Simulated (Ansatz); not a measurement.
GaP:
```
CELL_PARAMETERS angstrom
      0.00000     2.72581     2.72581
      2.72581     0.00000     2.72581
      2.72581     2.72581     0.00000
ATOMIC_POSITIONS crystal
  Ga 0.00000 0.00000 0.00000
  P  0.75000 0.75000 0.75000
```

Relaxed with r²SCAN. Special points in fractions of this cell's reciprocal vectors: Γ (0.000, 0.000, 0.000); X (0.500, 0.000, 0.500); U (0.625, 0.250, 0.625); K (0.375, 0.375, 0.750); L (0.500, 0.500, 0.500); W (0.500, 0.250, 0.750).

Task: List the band energies nearest the valence-band maximum at these points for r²SCAN with spin–orbit coupling (plane waves, PAW; program Ansatz).

Result: In eV from the valence-band maximum; about four levels below and three above (degenerate sets whole), none deeper than 8.9 eV; points with the same levels are listed once.

| k | below | above |
|---|---|---|
| Γ | 0.00 0.00 0.00 0.00 | 2.34 2.34 4.04 4.04 |
| X | -2.84 -2.84 -2.82 -2.82 | 1.88 1.88 2.07 2.07 |
| U | -4.12 -4.09 -2.38 -2.38 | 2.44 2.45 5.15 5.16 |
| L | -1.23 -1.23 -1.16 -1.16 | 2.02 2.02 4.98 4.98 |
| W | -3.75 -3.73 -3.59 -3.54 | 5.00 5.01 5.25 |

Space group F-43m (zinc blende). The r²SCAN relaxation kept the symmetry of its start; phonons on a q-mesh show no instability.

Potentials: the earlier of the program's two PAW sets.
